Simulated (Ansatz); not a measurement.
Q: Each is relaxed and computed with DFT-PBEsol in the program Ansatz with PAW potentials. Which is the only one with a gap?
A. Fe3Ge2, P-3m1 (Fe on 2d, Fe on 1a, Ge on 2d)
B. BiB, P-6m2 (B on 1a, Bi on 1f)
C. FeBiO3, Ima2 (Bi on 4b, Fe on 4a, O on 8c, O on 4b)
D. Fe3C, P6_322 (Fe on 6g, C on 2c)

A: C, FeBiO3, Ima2 (Bi on 4b, Fe on 4a, O on 8c, O on 4b). FeBiO3: gap 0.83 eV (direct); Fe3C: metal; Fe3Ge2: metal; BiB: metal. Spin orders computed, not proven ground states: FeBiO3, Ima2 (Bi on 4b, Fe on 4a, O on 8c, O on 4b) antiferromagnetic; Fe3C, P6_322 (Fe on 6g, C on 2c) ferromagnetic; Fe3Ge2, P-3m1 (Fe on 2d, Fe on 1a, Ge on 2d) antiferromagnetic. Constructed cells (a structure type filled with these elements, in neither database checked): BiB, P-6m2 (B on 1a, Bi on 1f). Typed or built starts, not in the databases checked: FeBiO3, Ima2 (Bi on 4b, Fe on 4a, O on 8c, O on 4b). Not the usual ambient phase: FeBiO3, Ima2 (Bi on 4b, Fe on 4a, O on 8c, O on 4b). Standing as an ambient phase not checked: Fe3C, P6_322 (Fe on 6g, C on 2c); Fe3Ge2, P-3m1 (Fe on 2d, Fe on 1a, Ge on 2d). All cells were relaxed under the symmetry of their starts (and spin orders); stability against distortions was not tested throughout. Cells of antiferromagnets are given as chemical subcells. No Hubbard U is applied. Spin–orbit coupling is left out wherever it is not named.

Potentials: the later of the program's two PAW sets.
